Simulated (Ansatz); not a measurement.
Here is the system:

SiGe₃:
Space group P-4m2 (No. 115); a = b = 3.9665 Å, c = 5.5942 Å, α = β = γ = 90.00°

```tsv
atom	site	symmetry	x	y	z
Si	1a	-4m2	0.0000	0.0000	0.0000
Ge	2g	2mm.	0.5000	0.0000	0.2441
Ge	1c	-4m2	0.5000	0.5000	0.5000
```

This is the PBEsol-relaxed structure.

### Question
All from DFT-PBEsol in the program Ansatz with PAW potentials, unless another level is named. Predict the Born charges (a third of the trace).

### Answer
Si -0.01, Ge -0.08 to +0.17 e.

### Question
Give the electronic dielectric constant ε∞ (DFPT).

### Answer
17.7 (xx = yy), 17.5 (zz).

The start of the workflow was typed in or built on a structure type; neither database checked (COD, Materials Project) lists it. Whether it is the stable phase at ambient conditions was not checked. The cell was relaxed with PBEsol under the symmetry of its start; whether a distortion lowers the energy is not shown. Scalar-relativistic: spin–orbit coupling is off unless named, which matters more the heavier the elements.

Potentials: the earlier of the program's two PAW sets. The files were generated under PBE; for other functionals the program regenerates the frozen cores, and for LDA and PBEsol the local potential too.
